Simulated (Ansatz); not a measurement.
B2O3:
```
CELL_PARAMETERS angstrom
      4.34438     0.00000     0.00000
     -2.17219     3.76234     0.00000
      0.00000     0.00000     8.39031
ATOMIC_POSITIONS crystal
  B  0.77021 0.60263 0.77530
  B  0.39737 0.16758 0.10863
  B  0.83242 0.22979 0.44197
  B  0.60263 0.77021 0.22470
  B  0.16758 0.39737 0.89137
  B  0.22979 0.83242 0.55803
  O  0.14388 0.54589 0.46196
  O  0.45411 0.59799 0.79530
  O  0.40201 0.85612 0.12863
  O  0.54589 0.14388 0.53804
  O  0.59799 0.45411 0.20470
  O  0.85612 0.40201 0.87137
  O  0.00000 0.84023 0.66667
  O  0.15977 0.15977 0.00000
  O  0.84023 0.00000 0.33333
```

x, y and z are the axes in which the lattice vectors are written.

### Question
Give the high-frequency dielectric tensor and the Born effective charge tensors of the independent atoms from DFPT, r²SCAN in the plane-wave PAW code Ansatz.

### Answer

ε∞:
```
2.71  0.00  0.00
0.00  2.71  0.00
0.00  0.00  2.65
```
Z* of atom 1 (B), rows: field, columns: displacement, in e:
```
 3.18  -0.09   0.07
 0.16   1.93  -0.44
-0.32  -0.84   2.30
```
Z* of atom 7 (O), rows: field, columns: displacement, in e:
```
-1.10  -0.52   0.04
-0.45  -2.50  -0.55
 0.15  -0.70  -1.34
```
Z* of atom 13 (O), rows: field, columns: displacement, in e:
```
-1.65  -0.26   0.59
-0.26  -1.35   0.34
 0.92   0.53  -1.92
```

Static charges for comparison (Bader): B1 +2.45, O7 -1.63, O13 -1.64 e. Born charges measure polarisation by displacement and can exceed these by far.

Space group P3_121. The workflow started from a Materials Project entry (that database holds measured and hypothetical structures alike); the Crystallography Open Database files this formula in space group No. 152, but the cells were not matched. Its standing as an ambient phase is unchecked. Symmetry was held in the r²SCAN relaxation; whether a distortion lowers the energy is not shown.

Potentials: the later of the program's two PAW sets.
